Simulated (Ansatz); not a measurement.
Barrier of one jump, O in Si

These are results of DFT PBE, scalar-relativistic, plane waves, PAW (Ansatz), not measurements. Settings: 420 eV cutoff, 2×2×2 k-mesh, shifted by half a step, Gaussian smearing of 0.02 eV, no spin polarisation.

In a supercell of 32 host sites, interstitial O hops to an equivalent place, moving 0.69 Å between the relaxed ends. Climbing-image nudged elastic band at fixed cell with images 0 (start) to 6 (end), the path measured over all atoms, converged to 0.05 eV/Å; the order of the saddle wasn't checked, and the small cell leaves errors of about a tenth of an eV.

Start:

```xyz
33
Lattice="5.4701 5.4701 5.4701 5.4701 -5.4701 -5.4701 -5.4701 5.4701 -5.4701" Properties=species:S:1:pos:R:3 pbc="T T T"
Si    6.8312    1.3564   -1.3631
Si    4.0996   -4.1123   -4.1035
Si    4.0491    4.0990   -1.3279
Si    1.3609    1.3643   -6.8405
Si    1.3500   -1.3794   -4.1060
Si    4.0111    1.2833   -4.1007
Si    4.1856   -1.3606   -1.4471
Si    1.3595    6.8440   -1.3578
Si   -1.3711    1.3601   -4.1038
Si    1.3524    4.1489   -4.1519
Si    4.1066    4.0982    4.1158
Si    1.3876    1.4962   -1.4937
Si    4.1381    1.4053    1.3721
Si   -4.3736    3.8660   -3.9006
Si   -1.3691    4.0984   -1.3664
Si    1.3782    4.0980    1.3464
Si    5.5098    0.0034   -2.7884
Si    8.2019    0.0118   -0.0174
Si    2.7362    2.8197   -2.8265
Si   -0.0796   -0.0068   -8.1218
Si    5.4744    2.7461   -0.0064
Si    2.6857   -0.0460   -5.4849
Si    2.7339   -2.7252   -2.7381
Si    0.0009    5.4746   -2.7364
Si    2.7140    5.4748    0.0107
Si   -0.0033    2.7386   -5.4765
Si    2.7337    2.7425    2.7315
Si    0.0132    0.0042   -2.7311
Si    2.9367    0.2367   -0.2710
Si   -0.1262    8.0765    0.0203
Si   -2.7304    2.6973   -2.6992
Si    0.0097    2.7289   -0.0080
O     1.7677   -0.6836    0.4004
```

Atom 33 jumps to (2.051, -0.400, 0.967) Å.

**Question.** Give the energy along the band and the structure at its top.

**Answer.**
| image | path (Å) | E − E(0) (eV) | O x (Å) | O y (Å) | O z (Å) | force on O (eV/Å) |
| --- | --- | --- | --- | --- | --- | --- |
| 0 | 0.00 | 0.000 | 1.768 | -0.684 | 0.400 | 0.00 |
| 1 | 0.15 | 0.000 | 1.736 | -0.573 | 0.478 | 0.01 |
| 2 | 0.31 | 0.000 | 1.738 | -0.474 | 0.579 | 0.01 |
| 3 | 0.46 | 0.000 | 1.781 | -0.403 | 0.694 | 0.00 |
| 4 | 0.61 | 0.000 | 1.857 | -0.365 | 0.808 | 0.00 |
| 5 | 0.75 | 0.000 | 1.950 | -0.368 | 0.898 | 0.00 |
| 6 | 0.89 | 0.000 | 2.051 | -0.400 | 0.967 | 0.00 |

Barrier 0.00 eV. Image 1:
```xyz
33
Lattice="5.4701 5.4701 5.4701 5.4701 -5.4701 -5.4701 -5.4701 5.4701 -5.4701" Properties=species:S:1:pos:R:3 pbc="T T T"
Si    6.8365    1.3589   -1.3643
Si    4.1081   -4.1186   -4.1009
Si    4.0385    4.0955   -1.3095
Si    1.3660    1.3577   -6.8408
Si    1.3623   -1.3739   -4.1023
Si    4.0264    1.2921   -4.0993
Si    4.1720   -1.3699   -1.4290
Si    1.3652    6.8386   -1.3592
Si   -1.3646    1.3577   -4.1014
Si    1.3570    4.1495   -4.1536
Si    4.1102    4.0957    4.1163
Si    1.3950    1.4971   -1.4996
Si    4.1567    1.4127    1.3702
Si   -4.3729    3.8757   -3.8902
Si   -1.3642    4.0961   -1.3629
Si    1.3712    4.0969    1.3601
Si    5.4999    0.0001   -2.7708
Si    8.2069    0.0130   -0.0180
Si    2.7423    2.8227   -2.8282
Si   -0.0923   -0.0166   -8.1013
Si    5.4889    2.7542   -0.0042
Si    2.6984   -0.0402   -5.4804
Si    2.7389   -2.7322   -2.7394
Si    0.0047    5.4711   -2.7358
Si    2.7074    5.4742    0.0255
Si    0.0037    2.7331   -5.4750
Si    2.7384    2.7376    2.7307
Si    0.0177    0.0022   -2.7285
Si    2.9379    0.2463   -0.2607
Si   -0.1073    8.0836    0.0176
Si   -2.7239    2.6992   -2.7034
Si    0.0168    2.7246   -0.0067
O     1.7356   -0.5727    0.4780
```

Cost: 1 run of about 39 core-minutes, on Intel Xeon Platinum 8259CL (Skylake/Cascade Lake) (shared hosts).